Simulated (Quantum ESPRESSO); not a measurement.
For atom 4 (O) of SiO2 in P3₁21, the PAW reconstruction of the field gradient on a scalar-relativistic PBE ground state (a modified build of Quantum ESPRESSO, JTH datasets) gives this field-gradient tensor in Cartesian axes (atomic units, 1 a.u. = 9.7174×10²¹ V/m²):

```
 0.4862   0.0372   0.6423
 0.0372  -0.4623   0.1628
 0.6423   0.1628  -0.0239
```

The cell was made here from a computed Materials Project entry: strained by -2 % along the unique axis and by +1 % across it, atoms relaxed (PBE without dispersion, pw.x of Quantum ESPRESSO, symmetry kept). The parent is SiO2 in P3₁21. Stability against distortions was not tested.  Cores are frozen. Against all-electron runs on small test molecules, this scheme's |Vzz| missed by −6 % on Si, −2 to +6 % on O.

Q: Find the principal values, η_Q, |C_Q|, ν_Q and P_Q for ¹⁷O (I = 5/2, |Q| = 0.0256 barn), and the second-order MAS shift at 18.8 T.

A: Eigenvalues (principal values) by size: Vxx = -0.3530, Vyy = -0.5800, Vzz = 0.9330 a.u. (they sum to zero).
η_Q = (Vxx − Vyy)/Vzz = 0.24.
|C_Q| = 234.96 MHz × |Q|/barn × |Vzz|/a.u. = 234.96 × 0.0256 × 0.9330 = 5.61 MHz.
Quadrupole frequency ν_Q = 3C_Q/[2I(2I − 1)] = 0.842 MHz, and P_Q = C_Q(1 + η²/3)^½ = 5.67 MHz.
At 18.8 T the Larmor frequency is ν0 = 108.6 MHz, and the second-order shift of the central transition's centre of gravity under MAS is −(3/40)(P_Q/ν0)²[I(I + 1) − 3/4]/[I²(2I − 1)²] × 10⁶ = -16.4 ppm.
